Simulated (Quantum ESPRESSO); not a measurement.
## Different elements on one site among Cu Ga Pd Zn

Calculated results; nothing here was measured. They come from Quantum ESPRESSO 7.5, a public plane-wave density functional program. Each row is one single-point run on a made-up periodic cell of eight metal atoms, with elements, volume, strain and displacements drawn at random and not relaxed, so a cell may be unstable or far from any real phase. There is no spin polarisation or spin-orbit coupling.

Settings: PBE unless stated; PseudoDojo standard norm-conserving files; Fermi-Dirac width 0.25 eV, which means electrons at about 2900 K; cutoff 1252 eV; 9 x 4 x 3 k mesh shifted half a step off Gamma. E is the free energy of the whole cell (internal energy minus TS), so a -TS column is already part of it. Stress is positive in tension, and the pressure P is minus a third of its trace.

Checks: one run of this series was repeated at a higher cutoff and on a denser mesh, which moved values by no more than 0.009 eV, 0.15 GPa and 0.011 eV/Å, and a second program with other atomic files agreed on it to 2 % rms in force and 0.5 GPa in pressure. Known limits: the copper pseudopotential is less sure than most, with forces differing by about three percent and pressure by about two GPa from a second method on plain copper; heavy elements are run without spin-orbit coupling, which real alloys of them have; a spin test at this wide smearing found no moment, but such smearing suppresses magnetism that the real alloy may have.

The lattice is face-centred cubic, and the cell vectors in Å are (0.038, -1.964, -1.986); (-5.842, -1.924, 0.073); (-1.881, 3.868, -5.861), a volume of 119.99 Å³. The elements on sites 1 to 8 are Pd Pd X Pd Zn Cu Pd Ga. The runs change X and keep the cell and the displaced positions. The column v is a rough volume for each atom of the pure element, close to PBE values, from general knowledge and not from these runs. Energies are left out, as each element's file has its own zero.

| run | X | v (Å³) | -TS (eV) | force on X (eV/Å) | rms force (eV/Å) | P (GPa) |
|---|---|---|---|---|---|---|
| 1 | Ru | 13.8 | -1.355 | 0.808 | 0.395 | -1.94 |
| 2 | Al | 16.5 | -0.873 | 1.438 | 0.560 | -0.54 |
| 3 | Cu | 12.0 | -0.914 | 0.636 | 0.380 | -3.81 |
| 4 | Ti | 17.3 | -1.098 | 1.370 | 0.551 | 0.99 |
| 5 | Pt | 15.6 | ? | ? | ? | ? |

## Worked fit

A straight line through the runs shown gives P = -13.5 + 0.819 v GPa with v in Å³, an error of 0.117 on the slope and a scatter of 0.50 GPa. At this fixed volume the pressure tends to rise with the size of X.

## Withheld run

Question: what pressure should run 5, with Pt, give?

The fit gives -0.72 ± 0.56 GPa. The calculation gave 0.35 GPa.
